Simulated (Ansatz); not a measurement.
C in space group Ia-3 (No. 206; C on 16c) under volume change, plane-wave PAW r²SCAN (Ansatz code), shape and atoms relaxed at each volume.

```
V (Å³/atom)  E − E(relaxed) (meV/atom)  P (GPa)
-----------  -------------------------  -------
5.077                             65.7    45.31
5.244                             27.7    27.95
5.412                              6.6    12.93
5.579                              0.0    -0.02
5.746                              6.0   -11.17
5.914                             22.8   -20.76
6.081                             48.9   -28.99
```

**Question.** What does a third-order Birch–Murnaghan fit give for V₀, B₀ and B′?

**Answer.** V₀ = 5.58 Å³/atom, B₀ = 399 GPa, B′ = 3.9.

The start of the workflow was typed in or built on a structure type; neither database checked (COD, Materials Project) lists it. It is not the phase usual at ambient conditions (space group No. 194, 227). The cell was relaxed with r²SCAN under the symmetry of its start; its stability against distortions is not shown here.

Potentials: the later of the program's two PAW sets.
